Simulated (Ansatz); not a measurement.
Al (fcc, Cu type)

```cif
data_Al4
_chemical_formula_sum 'Al4'
_space_group_name_H-M_alt 'Fm-3m'
_space_group_IT_number 225
_space_group_name_Hall '-F 4 2 3'
_cell_length_a 4.04059
_cell_length_b 4.04059
_cell_length_c 4.04059
_cell_angle_alpha 90.000
_cell_angle_beta 90.000
_cell_angle_gamma 90.000
loop_
_atom_site_label
_atom_site_type_symbol
_atom_site_symmetry_multiplicity
_atom_site_Wyckoff_symbol
_atom_site_fract_x
_atom_site_fract_y
_atom_site_fract_z
_atom_site_occupancy
Al1 Al 4 a 0.00000 0.00000 0.00000 1
```
(The calculation used a cell of 1 atom; values per cell refer to that cell.)

Two coordinates are scanned: the volume, and the ratio of the stretch along z (the conventional c axis) to the stretch across it. Atoms keep their fractional coordinates.

All values below come from PBE (plane waves to 420 eV, PAW, scalar-relativistic; Ansatz, a program for electronic structure). k mesh 20×20×20 (Γ-centred), Fermi-Dirac smearing 0.05 eV. E stands for the smeared free energy. Compression counts positive. With partly filled bands, the response to shear is sensitive to the k mesh, so small differences along c/a are uncertain. Al was relaxed with its symmetry unable to fall. The zero of ΔE is the relaxed starting cell.

ΔE (meV/atom), with V/V₀ across and (c/a)/(c/a)₀ down:

```tsv
(c/a)/(c/a)₀ \ V/V₀	0.960	0.973	0.987	1.000	1.013	1.027	1.040
0.880	36	31	27	25	25	25	28
0.920	19	15	12	10	11	12	15
0.960	9	5	2	1	2	4	7
1.000	7	3	1	0	1	3	6
1.040	9	5	3	2	3	5	8
1.080	20	15	12	11	11	13	15
1.120	37	32	28	26	25	26	28
```

σzz (GPa), with V/V₀ across and (c/a)/(c/a)₀ down:

| (c/a)/(c/a)₀ \ V/V₀ | 0.960 | 0.973 | 0.987 | 1.000 | 1.013 | 1.027 | 1.040 |
|---|---|---|---|---|---|---|---|
| 0.880 | 9.6 | 8.1 | 6.7 | 5.4 | 4.2 | 3.1 | 2.0 |
| 0.920 | 6.9 | 5.4 | 4.1 | 2.8 | 1.6 | 0.5 | -0.6 |
| 0.960 | 5.1 | 3.7 | 2.5 | 1.3 | 0.2 | -0.8 | -1.7 |
| 1.000 | 3.4 | 2.2 | 1.1 | 0.0 | -1.0 | -1.9 | -2.7 |
| 1.040 | 1.8 | 0.7 | -0.4 | -1.3 | -2.2 | -3.1 | -3.8 |
| 1.080 | 0.0 | -1.1 | -2.0 | -2.9 | -3.7 | -4.5 | -5.2 |
| 1.120 | -1.2 | -2.1 | -3.0 | -3.8 | -4.5 | -5.2 | -5.8 |

Read from the data:

```
Item                                                                  Value
-------------------------  ------------------------------------------------
Lowest place on the grid    V/V₀ = 1.000, (c/a)/(c/a)₀ = 1.000 (0 meV/atom)
Highest place on the grid  V/V₀ = 0.960, (c/a)/(c/a)₀ = 1.120 (37 meV/atom)
```

(A scan under strain: stresses follow from slopes of the energy per volume, elastic moduli from its curvatures.)
